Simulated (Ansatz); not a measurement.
The following input was run with Ansatz 0.2.0.

```yaml
crystal:
  lattice:
    - [0.0, 1.9353304886, 1.9353304886]
    - [1.9353304886, 0.0, 1.9353304886]
    - [1.9353304886, 1.9353304886, 0.0]
  atoms:
    - { symbol: Ir, position: [0.0, 0.0, 0.0] }
basis:
  ecutwfc: 420
kpoints:
  mp_grid: { grid: [18, 18, 18] }
hamiltonian:
  xc: lda
scf:
  occupations: { method: gaussian, width: 0.1 }
output:
  forces: true
  stress: true
  eigenvalues: true
relax:
  adjacent_minimum: "off"
  f_tol: 0.005
  max_steps: 50
  cell: { stress_tol: 0.05 }
```

Run as
```bash
ansatz run input.yaml --threads 1 --pin off --max-ram 2560MiB --backend cpu --events-out ev --progress --plain --runs-dir out
```

Theory: DFT LDA, scalar-relativistic, plane waves, PAW (Ansatz 0.2.0).

Abridged output:

```
Pseudopotentials: kind: paw
Pseudopotential: Ir, paw, valence charge 17, recommended cutoff 420 eV (normal)
Functional definition: SPW92
Crystal: 1 atom, lattice volume = 14.498 Å³
Basis set: ecut = 420 eV, 283 PW (Γ)
Bands: 13, of which v1, the nominal top of the filled ones, is band 9 counted from 1 (8 counted from 0)
Symmetry: 48 space group operations
Space group: Fm-3m (ITA 225), of the structure as read, at distance tolerance 2.4e-5 Å
k-points: 195 of 5832
Initial density: superposition of atomic densities (neutral atoms: chi_scale 0, normalization atom), corrected by the library's trained network
Initial wavefunctions: pseudopotential atomic-orbital guess
Functional: x = slater, c = lda
SCF iter   1: F=—  HF=-11663.361049 eV  |F-HF|=—  |Δ(HF+E_count)|=         —  Δρ=5.62e-3  dr2=6.99e-4  ethr=1.77e-3  ⟨swp⟩=5.0  Hψ=12832  notcnv=0
SCF iter   2: F=—  HF=-11663.361176 eV  |F-HF|=—  |Δ(HF+E_count)|=   1.27e-4  Δρ=2.83e-3  dr2=1.71e-4  ethr=4.11e-6  ⟨swp⟩=1.9  Hψ=4717  notcnv=0
SCF iter   3: F=—  HF=-11663.361271 eV  |F-HF|=—  |Δ(HF+E_count)|=   9.54e-5  Δρ=2.26e-4  dr2=3.11e-6  ethr=1.01e-6  ⟨swp⟩=1.4  Hψ=2927  notcnv=0
SCF iter   4: F=—  HF=-11663.361269 eV  |F-HF|=—  |Δ(HF+E_count)|=   2.46e-6  Δρ=8.14e-5  dr2=3.83e-7  ethr=1.83e-8  ⟨swp⟩=2.2  Hψ=3930  notcnv=0
SCF iter   5: F=-11663.361269 eV  HF=-11663.361269 eV  |F-HF|=2.61e-8  |Δ(HF+E_count)|=   1.30e-7  Δρ=1.94e-5  dr2=3.36e-8  ethr=2.25e-9  ⟨swp⟩=2.2  Hψ=3294  notcnv=0
SCF iter   6: F=-11663.361269 eV  HF=-11663.361269 eV  |F-HF|=2.11e-9  |Δ(HF+E_count)|=   9.49e-9  Δρ=5.27e-6  dr2=2.79e-9  ethr=1.98e-10  ⟨swp⟩=2.2  Hψ=8495  notcnv=0
SCF 1 converged in 6 iterations: F = -11663.361269 eV  dr2 = 2.79e-9
relax step   1: F+E_penalty+E_count = -11663.36126885 eV  Δ(F+E_penalty+E_count) = +0.000e0 eV  max|allowed force component| = 0.000e0 eV/Å  Δτ_max = 0.0000 Å  P = -16.812 GPa  Ω = 14.498 Å³  (6 SCF iters, dr2 threshold 1.00e-7 eV, accepted)
Crystal: 1 atom, lattice volume = 12.575 Å³
Basis set: ecut = 420 eV, 259 PW (Γ)
Initial density: handed on by an earlier stage of this run
Initial wavefunctions: those handed on with the density
SCF iter   1: F=—  HF=-11663.221612 eV  |F-HF|=—  |Δ(HF+E_count)|=         —  Δρ=5.82e-3  dr2=1.40e-3  ethr=8.42e-6  ⟨swp⟩=2.2  Hψ=18904  notcnv=0
SCF iter   2: F=—  HF=-11663.222175 eV  |F-HF|=—  |Δ(HF+E_count)|=   5.62e-4  Δρ=2.75e-3  dr2=2.22e-4  ethr=8.22e-6  ⟨swp⟩=2.4  Hψ=3308  notcnv=0
SCF iter   3: F=—  HF=-11663.222437 eV  |F-HF|=—  |Δ(HF+E_count)|=   2.63e-4  Δρ=5.52e-4  dr2=2.29e-5  ethr=1.30e-6  ⟨swp⟩=2.2  Hψ=3971  notcnv=0
SCF iter   4: F=—  HF=-11663.222440 eV  |F-HF|=—  |Δ(HF+E_count)|=   2.77e-6  Δρ=4.43e-5  dr2=8.22e-8  ethr=5.88e-10  ⟨swp⟩=4.0  Hψ=12955  notcnv=0
SCF iter   5: F=-11663.222440 eV  HF=-11663.222440 eV  |F-HF|=2.76e-10  |Δ(HF+E_count)|=   2.53e-8  Δρ=2.92e-6  dr2=5.14e-10  ethr=4.84e-10  ⟨swp⟩=2.6  Hψ=7987  notcnv=0
SCF 2 converged in 5 iterations: F = -11663.222440 eV  dr2 = 5.14e-10
relax step   2: F+E_penalty+E_count = -11663.22244022 eV  Δ(F+E_penalty+E_count) = +1.388e-1 eV  max|allowed force component| = 0.000e0 eV/Å  Δτ_max = 0.0000 Å  P = +49.092 GPa  Ω = 12.575 Å³  energy of the carried Pulay correction = +5.156e-4 eV  (5 SCF iters, dr2 threshold 1.00e-7 eV, rejected (line search))
Crystal: 1 atom, lattice volume = 13.954 Å³
SCF iter   1: F=—  HF=-11663.396002 eV  |F-HF|=—  |Δ(HF+E_count)|=         —  Δρ=4.19e-3  dr2=7.57e-4  ethr=4.58e-6  ⟨swp⟩=2.1  Hψ=18750  notcnv=0
SCF iter   2: F=—  HF=-11663.396386 eV  |F-HF|=—  |Δ(HF+E_count)|=   3.84e-4  Δρ=2.04e-3  dr2=1.44e-4  ethr=4.45e-6  ⟨swp⟩=1.7  Hψ=3131  notcnv=0
SCF iter   3: F=—  HF=-11663.396553 eV  |F-HF|=—  |Δ(HF+E_count)|=   1.67e-4  Δρ=4.55e-4  dr2=2.49e-5  ethr=8.48e-7  ⟨swp⟩=2.6  Hψ=4030  notcnv=0
SCF iter   4: F=—  HF=-11663.396544 eV  |F-HF|=—  |Δ(HF+E_count)|=   8.76e-6  Δρ=3.96e-5  dr2=6.15e-8  ethr=1.46e-7  ⟨swp⟩=2.2  Hψ=3560  notcnv=0
SCF iter   5: F=—  HF=-11663.396547 eV  |F-HF|=—  |Δ(HF+E_count)|=   2.78e-6  Δρ=5.63e-6  dr2=3.13e-9  ethr=3.62e-10  ⟨swp⟩=2.3  Hψ=3619  notcnv=0
SCF iter   6: F=—  HF=-11663.396547 eV  |F-HF|=—  |Δ(HF+E_count)|=   1.11e-9  Δρ=7.34e-7  dr2=1.52e-11  ethr=1.84e-11  ⟨swp⟩=2.5  Hψ=3906  notcnv=0
SCF iter   7: F=-11663.396547 eV  HF=-11663.396547 eV  |F-HF|=1.82e-12  |Δ(HF+E_count)|=  3.64e-12  Δρ=3.38e-8  dr2=4.04e-14  ethr=1.00e-12  ⟨swp⟩=4.3  Hψ=8467  notcnv=0
SCF 3 converged in 7 iterations: F = -11663.396547 eV  dr2 = 4.04e-14
relax step   3: F+E_penalty+E_count = -11663.39654666 eV  Δ(F+E_penalty+E_count) = -3.528e-2 eV  max|allowed force component| = 0.000e0 eV/Å  Δτ_max = 0.0000 Å  P = -3.351 GPa  Ω = 13.954 Å³  energy of the carried Pulay correction = +1.388e-4 eV  (7 SCF iters, accepted)
Crystal: 1 atom, lattice volume = 13.838 Å³
SCF iter   1: F=—  HF=-11663.397814 eV  |F-HF|=—  |Δ(HF+E_count)|=         —  Δρ=3.56e-4  dr2=7.63e-6  ethr=4.18e-8  ⟨swp⟩=3.1  Hψ=17755  notcnv=0
SCF iter   2: F=—  HF=-11663.397814 eV  |F-HF|=—  |Δ(HF+E_count)|=   6.38e-7  Δρ=1.62e-4  dr2=9.13e-7  ethr=4.18e-8  ⟨swp⟩=2.0  Hψ=3280  notcnv=0
SCF iter   3: F=—  HF=-11663.397815 eV  |F-HF|=—  |Δ(HF+E_count)|=   7.09e-7  Δρ=4.60e-5  dr2=1.02e-7  ethr=5.37e-9  ⟨swp⟩=2.0  Hψ=3936  notcnv=0
SCF iter   4: F=-11663.397815 eV  HF=-11663.397815 eV  |F-HF|=1.20e-10  |Δ(HF+E_count)|=   6.82e-8  Δρ=3.00e-6  dr2=4.45e-10  ethr=5.88e-10  ⟨swp⟩=4.0  Hψ=7379  notcnv=0
SCF 4 converged in 4 iterations: F = -11663.397815 eV  dr2 = 4.45e-10
relax step   4: F+E_penalty+E_count = -11663.39781492 eV  Δ(F+E_penalty+E_count) = -1.268e-3 eV  max|allowed force component| = 0.000e0 eV/Å  Δτ_max = 0.0000 Å  P = -0.062 GPa  Ω = 13.838 Å³  energy of the carried Pulay correction = +1.689e-4 eV  (4 SCF iters, dr2 threshold 1.00e-7 eV, accepted)
Crystal: 1 atom, lattice volume = 13.836 Å³
SCF iter   1: F=—  HF=-11663.397816 eV  |F-HF|=—  |Δ(HF+E_count)|=         —  Δρ=7.17e-6  dr2=2.17e-9  ethr=1.12e-11  ⟨swp⟩=3.4  Hψ=17733  notcnv=0
SCF iter   2: F=-11663.397816 eV  HF=-11663.397816 eV  |F-HF|=7.39e-10  |Δ(HF+E_count)|=   1.82e-9  Δρ=3.50e-6  dr2=3.98e-10  ethr=1.12e-11  ⟨swp⟩=3.0  Hψ=6672  notcnv=0
SCF 5 converged in 2 iterations: F = -11663.397816 eV  dr2 = 3.98e-10
relax step   5: F+E_penalty+E_count = -11663.39781590 eV  Δ(F+E_penalty+E_count) = -9.841e-7 eV  max|allowed force component| = 0.000e0 eV/Å  Δτ_max = 0.0000 Å  P = +0.001 GPa  Ω = 13.836 Å³  energy of the carried Pulay correction = +1.695e-4 eV  (2 SCF iters, dr2 threshold 9.72e-9 eV, accepted)
Initial wavefunctions: pseudopotential atomic-orbital guess (no wavefunctions were taken with the density)
SCF iter   1: F=—  HF=-11663.397597 eV  |F-HF|=—  |Δ(HF+E_count)|=         —  Δρ=1.17e-4  dr2=3.10e-7  ethr=3.39e-8  ⟨swp⟩=3.0  Hψ=19460  notcnv=0
SCF iter   2: F=—  HF=-11663.397594 eV  |F-HF|=—  |Δ(HF+E_count)|=   3.02e-6  Δρ=5.37e-5  dr2=5.81e-8  ethr=1.82e-9  ⟨swp⟩=2.0  Hψ=4179  notcnv=0
SCF iter   3: F=—  HF=-11663.397594 eV  |F-HF|=—  |Δ(HF+E_count)|=   1.36e-8  Δρ=7.21e-6  dr2=3.49e-9  ethr=3.42e-10  ⟨swp⟩=2.0  Hψ=2732  notcnv=0
SCF iter   4: F=—  HF=-11663.397594 eV  |F-HF|=—  |Δ(HF+E_count)|=   1.02e-9  Δρ=1.65e-6  dr2=7.12e-11  ethr=2.05e-11  ⟨swp⟩=2.4  Hψ=3928  notcnv=0
SCF iter   5: F=-11663.397594 eV  HF=-11663.397594 eV  |F-HF|=1.82e-12  |Δ(HF+E_count)|=  1.46e-11  Δρ=9.12e-8  dr2=2.69e-13  ethr=1.00e-12  ⟨swp⟩=4.9  Hψ=8906  notcnv=0
SCF 6 converged in 5 iterations: F = -11663.397594 eV  dr2 = 2.69e-13
SCF converged after 5 iterations
Free energy (F): -11663.397594 eV
Harris-Foulkes:  -11663.397594 eV  (|F-HF|=1.82e-12)
Internal energy: -11663.392735 eV  (E = F + TS)
E sigma→0 (E₀):  -11663.395164 eV
Entropy (-TS):   -0.004858 eV (-4.858 meV/atom)
Fermi energy:    26.230378 eV
--- Per-component energies (eV) ---
  E_band       = -78.054366
  E_kinetic    = 624.735587
  E_local      = -1045.630593  (includes V_loc(G=0)·N_el)
  E_nonlocal   = 79.790230
  E_hartree    = 401.024426
  E_xc         = -267.034388
  E_vxc        = -300.682827  (∫ρ·V_xc dr)
  E_paw        = -8953.340477  (= ΣΔE_a)
  E_vpaw       = -238.315647  (= ΣTr[D̂ρ^β])
  E_aug_tail   = 0.000040  (compensation charges beyond the density's cutoff)
  E_ewald      = -2503.349163
  E_core_change = 0.411602  (= ΣΔE_core)
  E_smearing   = -0.004858  (= −TS)
--- Forces (eV/Å), atoms counted from 1 ---
  atom   1  Ir     0.00000000     0.00000000     0.00000000
--- Stress (GPa, compression-positive) ---
        0.028122       0.000000       0.000000
        0.000000       0.028122       0.000000
        0.000000       0.000000       0.028122
  P = ⅓ Tr σ = 0.0281 GPa (0.281 kbar)
--- Band table (eV; the first three rows and the last of 195) ---
  k-point 0: bands = ["-66.8196", "-23.1984", "-23.1984", "-23.1984", "14.8026", "22.1494", "22.1494", "22.1494", "24.9699", "24.9699", "39.7804", "45.3647", "45.3647"]
  k-point 1: bands = ["-66.8174", "-23.2253", "-23.2020", "-23.2020", "14.9447", "22.0722", "22.2113", "22.2113", "24.9280", "24.9280", "40.0290", "44.7183", "45.6030"]
  k-point 2: bands = ["-66.8111", "-23.3026", "-23.2126", "-23.2126", "15.3555", "21.8747", "22.3735", "22.3735", "24.8361", "24.8361", "40.7124", "43.3956", "46.2984"]
  k-point 194: bands = ["-66.7223", "-23.8074", "-23.7222", "-23.5243", "19.6439", "20.6268", "21.7221", "24.4209", "27.7474", "34.4815", "34.6983", "35.9784", "39.7777"]
--- Relaxed structure (5 steps of the walk, 4 accepted, 1 SCFs on fresh bases) ---
  F+E_penalty+E_count = -11663.39759352 eV   max|allowed force component| = 0.000e0 eV/Å   (the final SCF, on the basis selected at the relaxed cell)
  cell:  # Å, volume = 13.8361 Å³
    - [0.0, 1.90543657, 1.90543657]
    - [1.90543657, 0.0, 1.90543657]
    - [1.90543657, 1.90543657, 0.0]
  atoms:
    - { symbol: Ir, position: [0.0, 0.0, 0.0] }
```

The relaxation met its thresholds.

The run took 10 s on 1 thread of Arm Neoverse V2 (shared host), peak memory 0.3 GiB.

Spin–orbit coupling is left out, which can shift energies with elements as heavy as these.